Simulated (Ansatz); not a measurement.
Ti3CuC2:
```
Ti3CuC2
1.0
    3.05367     0.00000     0.00000
   -1.52683     2.64455     0.00000
    0.00000     0.00000    17.85225
Ti Cu C
6 2 4
Direct
  0.66667   0.33333   0.36529
  0.33333   0.66667   0.63471
  0.33333   0.66667   0.86529
  0.66667   0.33333   0.13471
  0.00000   0.00000   0.50000
  0.00000   0.00000   0.00000
  0.00000   0.00000   0.75000
  0.00000   0.00000   0.25000
  0.33333   0.66667   0.42742
  0.66667   0.33333   0.57258
  0.66667   0.33333   0.92742
  0.33333   0.66667   0.07258
```

Relaxed with r²SCAN. Special points in fractions of this cell's reciprocal vectors: Γ (0.000, 0.000, 0.000); M (0.500, 0.000, 0.000); K (0.333, 0.333, 0.000); A (0.000, 0.000, 0.500); L (0.500, 0.000, 0.500); H (0.333, 0.333, 0.500).

Q: List the band energies nearest the Fermi level at these points for the program Ansatz at the r²SCAN level (PAW).

A: In eV from the Fermi level; about four levels below and three above (degenerate sets whole), none deeper than 8.9 eV; points with the same levels are listed once.

| k | below | above |
|---|---|---|
| Γ | -1.59 -1.59 -1.41 -1.41 -0.20 | 0.55 0.68 0.90 0.90 0.90 0.90 |
| M | -1.15 -1.11 -0.27 -0.21 | 0.08 0.08 1.75 |
| K | -0.52 -0.46 -0.23 -0.23 | 1.21 1.21 1.22 1.22 |
| A | -1.49 -1.49 -1.49 -1.49 | 0.13 0.13 0.90 0.90 0.90 0.90 |
| L | -1.14 -1.14 -0.24 -0.24 | 0.08 0.08 1.84 1.84 |
| H | -0.49 -0.49 -0.23 -0.23 | 1.21 1.21 1.22 1.22 |

Space group P6_3/mmc. The start of the workflow was typed in or built on a structure type; neither database checked (COD, Materials Project) lists it. Whether it is the stable phase at ambient conditions was not checked. Symmetry was held in the r²SCAN relaxation; its stability against distortions is not shown here. No spin polarisation was allowed.

Potentials: the earlier of the program's two PAW sets.
